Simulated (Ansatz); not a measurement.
WSe2:
```xyz
6
Lattice="3.2791 0.0000 0.0000 -1.6395 2.8398 0.0000 0.0000 0.0000 12.7864" Properties=species:S:1:pos:R:3 pbc="T T T"
W      1.6395     0.9466     3.1966
W      0.0000     1.8932     9.5898
Se     0.0000     1.8932     4.8808
Se     1.6395     0.9466     7.9056
Se     1.6395     0.9466    11.2740
Se     0.0000     1.8932     1.5124
```

Relaxed with PBE+D3(BJ). Special points in fractions of this cell's reciprocal vectors: Γ (0.000, 0.000, 0.000); M (0.500, 0.000, 0.000); K (0.333, 0.333, 0.000); A (0.000, 0.000, 0.500); L (0.500, 0.000, 0.500); H (0.333, 0.333, 0.500).

List the band energies nearest the valence-band maximum at these points for DFT-PBE+D3(BJ) with spin–orbit coupling in the program Ansatz with PAW potentials.

In eV from the valence-band maximum; about four levels below and three above (degenerate sets whole), none deeper than 8.9 eV; points with the same levels are listed once.

```
k                    below                above
-  -----------------------  -------------------
Γ    -1.04 -1.04 0.00 0.00  2.39 2.39 2.46 2.46
M  -1.25 -1.25 -1.07 -1.07  1.99 1.99 2.01 2.01
K  -0.66 -0.66 -0.12 -0.12  1.22 1.22 1.30 1.30
A  -0.22 -0.22 -0.22 -0.22  2.41 2.41 2.41 2.41
L  -1.18 -1.18 -1.18 -1.18  2.02 2.02 2.02 2.02
H  -0.64 -0.64 -0.20 -0.20  1.25 1.25 1.30 1.30
```

Space group P6_3/mmc. The PBE+D3(BJ) relaxation kept the symmetry of its start; phonons on a q-mesh show no instability. The run is not spin-polarised.

Potentials: the later of the program's two PAW sets.
